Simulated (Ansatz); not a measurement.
Clean, relaxed (100) surface of Os, space group Fm-3m (No. 225) (top face towards +c; atoms held fixed, by place in the list: 1, 2):

```xyz
4
Lattice="2.7014 0.0000 0.0000 0.0000 2.7014 0.0000 0.0000 0.0000 22.7305" Properties=species:S:1:pos:R:3 pbc="T T T"
Os    1.3507    1.3507    8.5000
Os    0.0000    0.0000   10.4102
Os    1.3507    1.3507   12.3779
Os    0.0000    0.0000   14.1508
```

The calculation used DFT PBEsol, scalar-relativistic, plane waves, PAW in Ansatz 0.2.0. Cutoff 420 eV; k points 11×11×1 on the computed 4-atom cell (Γ-centred); Gaussian smearing, width 0.10 eV; no spin polarisation. The cell repeats along c with a dipole correction in the vacuum.

H (atom) is put at the bridge (Os-Os) at (0.00, 0.50) site, one adsorbate per 7.3 Å², and relaxed. E_ads counts from the clean slab and the free adsorbate (spin-polarised where it has unpaired electrons); negative means bound. Heights count from the highest slab atom after relaxation. Bonded neighbours lie within 1.25 times the sum of covalent radii (1.35 for H) and, on that scale, within 12 % of the closest. With the adsorbate the cell is lengthened along c to keep the vacuum.

Q: How strongly does it bind, and where does its anchoring atom end?

A: -3.27 eV; at (0.00, 0.50), 2 bonded neighbours (Os).

Q: How high does its anchoring atom sit over the highest slab atom, and what is the shortest contact with the surface?

A: 1.23 Å; H–Os 1.82 Å.

Q: The clean face has a work function of 5.35 eV. How does the adsorbate change it?

A: By +0.16 eV.

Each end is the local minimum or symmetric point that its start leads to. This isn't the usual crystal structure of Os. The slab is only 5.7 Å thick, so the energies aren't converged with thickness.

The adsorbed runs have no spin polarisation, so weakly bound open-shell ends lie too high.